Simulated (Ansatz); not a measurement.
TiO$_{2}$:
```
CELL_PARAMETERS angstrom
      4.64324     0.00000     0.00000
      0.00000     4.64324     0.00000
      0.00000     0.00000     2.96392
ATOMIC_POSITIONS crystal
  Ti 0.00000 0.00000 0.00000
  Ti 0.50000 0.50000 0.50000
  O  0.30513 0.30513 0.00000
  O  0.80513 0.19487 0.50000
  O  0.19487 0.80513 0.50000
  O  0.69487 0.69487 0.00000
```

Relaxed with PBE. Special points in fractions of this cell's reciprocal vectors: Γ (0.000, 0.000, 0.000); X (0.000, 0.500, 0.000); M (0.500, 0.500, 0.000); Z (0.000, 0.000, 0.500); R (0.000, 0.500, 0.500); A (0.500, 0.500, 0.500).

Question: List the band energies nearest the valence-band maximum at these points for PBE in the plane-wave PAW code Ansatz.

Answer: In eV from the valence-band maximum; about four levels below and three above (degenerate sets whole), none deeper than 8.9 eV; points with the same levels are listed once.

```csv
k,below,above
Γ,-0.66 -0.43 -0.43 0.00,1.86 2.14 2.41
X,-1.55 -1.55 -0.71 -0.71,2.50 2.50 2.97 2.97
M,-1.24 -1.24 -1.03 -1.03,1.89 1.89 2.51 2.51
Z,-2.22 -2.22 -1.40 -1.40,2.90 2.90 3.16 3.16
R,-1.98 -1.98 -0.98 -0.98,1.90 1.90 3.18 3.18
A,-1.21 -1.21 -0.67 -0.67,2.56 2.56 3.17 3.17
```

Space group P4_2/mnm (rutile). The PBE relaxation kept the symmetry of its start. The run is not spin-polarised.

Potentials: the later of the program's two PAW sets.
